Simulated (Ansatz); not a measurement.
SrMgF4 in space group Cmc2_1 (No. 36; Pearson symbol oS24), PBEsol (plane waves, PAW; program Ansatz). The conduction-band minimum lies at Γ, with 1 equivalent valley. Second derivatives d²E/dk² of the lowest band at one valley (eV·Å²), along Cartesian directions:

```csv
direction,d²E/dk²
[100],13.32
[010],14.95
[001],13.84
[110],14.13
[101],13.58
[011],14.39
```

Find the principal effective masses, the density-of-states mass and the conductivity mass.

Off-diagonal terms follow from H_xy = H[110] − (H_xx + H_yy)/2, and m*/mₑ = 7.620 eV·Å² over each eigenvalue: 0.51, 0.55, 0.57. One valley's DOS mass (m₁m₂m₃)^(1/3) = 0.54, conductivity mass 3/(Σ 1/mᵢ) = 0.54 mₑ.

What effective density of states Nc follows at 300 K for parabolic valleys?

Nc = 2.509e19 × 1 × (0.54)^(3/2) ≈ 1.0e19 cm⁻³.

With the computed static dielectric constant 11.1 (mean of the diagonal), estimate a hydrogenic donor's binding energy and radius.

E = 13.606 eV × 0.54/11.1² ≈ 60 meV; a = 0.529 Å × ε/m* ≈ 11 Å. Semilocal masses tend to be too small when the gap is underestimated.

The workflow started from a Materials Project entry (that database holds measured and hypothetical structures alike); the Crystallography Open Database files this formula in space group No. 36, but the cells were not matched. Whether it is the stable phase at ambient conditions was not checked. The cell was relaxed with PBEsol under the symmetry of its start; its stability against distortions is not shown here. Scalar-relativistic: spin–orbit coupling is off unless named, which matters more the heavier the elements.

Potentials: the earlier of the program's two PAW sets. The files were generated under PBE; for other functionals the program regenerates the frozen cores, and for LDA and PBEsol the local potential too.
